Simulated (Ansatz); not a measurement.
This run works on a generated trial structure, not on a known crystal.

Input and command of a plane-wave DFT calculation in Ansatz:

```yaml
crystal:
  lattice:
    - [2.7395684521, 1.5816905833, 5.1103367056]
    - [-2.7395684521, 1.5816905833, 5.1103367056]
    - [0.0, -3.1633811665, 5.1103367056]
  atoms:
    - { symbol: Hf, position: [0.7603756639, 0.7603756639, 0.7603756639] }
    - { symbol: Hf, position: [0.2396243361, 0.2396243361, 0.2396243361] }
    - { symbol: Pb, position: [0.0, 0.0, 0.0] }
    - { symbol: O, position: [0.0, 0.5, 0.0] }
    - { symbol: O, position: [0.5, 0.0, 0.0] }
    - { symbol: O, position: [0.0, 0.0, 0.5] }
basis:
  ecutwfc: 420
kpoints:
  mp_grid: { grid: [12, 12, 12] }
hamiltonian:
  xc: pbe
scf:
  occupations: { method: gaussian, width: 0.1 }
output:
  forces: true
  stress: true
  eigenvalues: true
  write_density: true
  write_potential: true
  elf: true
  volumetric_format: npy
relax:
  adjacent_minimum: "off"
  f_tol: 0.01
  max_steps: 80
  cell: { stress_tol: 0.05 }
```

```bash
ansatz run input.yaml --threads 1 --pin off --max-ram 2560MiB --backend cpu --events-out ev --progress --plain --runs-dir out
```

Processor: Arm Neoverse V2, 1 thread, on a host shared with other jobs.

Problem. Estimate time, memory and problem size.

Solution. About 4.3 min, peak memory 1.1 GiB. It solves 51 bands at 189 k points (after reduction by symmetry) with about 2579 plane waves (on the last cell), in 28 SCF iterations over 4 ionic steps.
